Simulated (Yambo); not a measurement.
CsCdCl3 (cubic perovskite, space group Pm-3m, No. 221), G0W0@PBEsol in Yambo with this input:

```
rim_cut
gw0
dyson
el_el_corr
HF_and_locXC
ppa
em1d
RandQpts= 1000000
RandGvec= 1 Ry
EXXRLvcs= 102 Ry
VXCRLvcs= 408 Ry
Chimod= "HARTREE"
% BndsRnXp
 5 | 268 |
%
NGsBlkXp= 8 Ry
% LongDrXp
 1.0 | 1.0 | 1.0 |
%
PPAPntXp= 27.2114 eV
% GbndRnge
 1 | 268 |
%
GTermKind= "BG"
DysSolver= "n"
ExtendOut
```

On a 2×2×2 mesh, with wavefunctions cut at 102 Ry, the gap (R → Γ) is 3.765 eV and the valence edge shifts by -1.251 eV.

**Question.** What happens with this change: 1 Ry block?

**Answer.** The gap rises by 0.318 eV, to 4.083 eV; the shift of the valence edge becomes -1.031 eV. Neither run is shown to be the converged limit.

Spin-orbit coupling is not included.

Geometry of the Materials Project entry, not relaxed at this level; primitive cell a = b = c = 5.264 Å, α = β = γ = 90.00°.

A shift is the quasiparticle energy of the state minus its PBEsol energy.
